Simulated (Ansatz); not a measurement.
LiF (rock salt)

```
CELL_PARAMETERS angstrom
      0.00000     2.03393     2.03393
      2.03393     0.00000     2.03393
      2.03393     2.03393     0.00000
ATOMIC_POSITIONS crystal
  F  0.00000 0.00000 0.00000
  Li 0.50000 0.50000 0.50000
```

All values below come from PBE (plane waves to 420 eV, PAW, scalar-relativistic; Ansatz, an electronic-structure program). Harmonic phonons by density-functional perturbation theory on a 12×12×12 k mesh, in cm⁻¹; i marks imaginary ones, q is in fractions of the reciprocal vectors of the cell shown, and the three acoustic modes at Γ are left out. The non-analytic (LO-TO) term is not included, so polar modes at Γ have their transverse values. LiF was relaxed with its symmetry unable to fall.

### Question
Does any mode at Γ, L = (0.5, 0.0, 0.0), X = (0.5, 0.5, 0.0) come out imaginary?

### Answer
No imaginary mode at these points (lowest 193 cm⁻¹ at L = (0.5, 0.0, 0.0)); other wave vectors were not tested.

### Question
Predict the phonon wavenumbers at Γ, L = (0.5, 0.0, 0.0), X = (0.5, 0.5, 0.0).

### Answer
```
q                              wavenumbers (cm⁻¹)
-------------------  ----------------------------
Γ                                        266 (×3)
L = (0.5, 0.0, 0.0)  193 (×2), 259 (×2), 371, 578
X = (0.5, 0.5, 0.0)  239 (×2), 307 (×2), 327, 444
```
